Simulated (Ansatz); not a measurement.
**Band edges of CsLuS2 (R-3m)**

```
CELL_PARAMETERS angstrom
1.97556 1.14059 7.90747
-1.97556 1.14059 7.90747
0.00000 -2.28118 7.90747
ATOMIC_POSITIONS crystal
Cs 0.00000 0.00000 0.00000
Lu 0.50000 0.50000 0.50000
S 0.77301 0.77301 0.77301
S 0.22699 0.22699 0.22699
```

The conventional cell has a = 3.951 Å, b = 3.951 Å, c = 23.722 Å, α = 90.00°, β = 90.00°, γ = 120.00°. Cs (atom 1) has 6 S at 3.40 Å as nearest neighbours. Lu (atom 2) has 6 S at 2.69 Å as nearest neighbours. Around S (atom 3) lie 3 Lu at 2.69 Å.

Computed, not measured; unless marked otherwise by PBEsol, all-electron LAPW in Ansatz 0.2.0, with spin-orbit coupling. k mesh 6×6×6, fixed occupations, basis error target 1 meV/atom. The cell was relaxed by PAW under this functional. The structure is one entry of a database and needn't be the stable phase.

Extrema are searched on a 8×8×8 mesh and refined by Newton steps; masses come from band slopes 0.005 Å⁻¹ away, 1/m* = (1/ħ²) d²E/dk², negative for holes (the finite step makes the lightest masses up to about 3 % heavy). k is in units of the reciprocal vectors.

(1) Where are the band edges, and is the gap direct?

(2) What are the electron masses at the edge?

(3) What are the hole masses at the edge?

(4) What electronic dielectric constant and refractive index follow from the same bands (independent particles)?

(5) What gap does PAW give in the same cell?

(6) What does spin-orbit coupling change?

## Answers

(1) The valence maximum lies at Gamma (0.000, 0.000, 0.000) and the conduction minimum at F (0.000, -0.500, -0.500), so the Kohn-Sham gap of 1.789 eV is indirect; the least direct gap on the mesh is 2.501 eV.

(2) The principal masses are 0.26, 0.408, 1.31 mₑ. One valley has a density-of-states mass (m₁m₂m₃)^(1/3) = 0.518; 3 valleys give N^(2/3) times that, 1.08; the direction-averaged conductivity mass 3/Σ(1/mᵢ) is 0.425 mₑ.

(3) The principal masses are 0.332, 0.332, 2.42 mₑ. One valley has a density-of-states mass (m₁m₂m₃)^(1/3) = 0.643; the direction-averaged conductivity mass 3/Σ(1/mᵢ) is 0.466 mₑ.

(4) ε∞ = (6.26, 6.26, 5.88), so n ≈ √ε∞ = 2.48 (mean over directions) well under the gap and the normal reflectivity is ((n − 1)/(n + 1))² = 0.180. Local fields, left out here, lower ε∞ by several per cent.

(5) 1.788 eV, -1 meV from the LAPW value.

(6) The gap goes from 1.847 to 1.789 eV. The valence levels at the maximum lie at 0.000, -0.063, -0.193 eV (pairs).

Known limits: semilocal gaps are low, and what follows the gap (onsets, screening, light masses) shifts with it; the frozen-core PAW files of the compared runs were fitted under PBE, their cores solved anew for this functional.
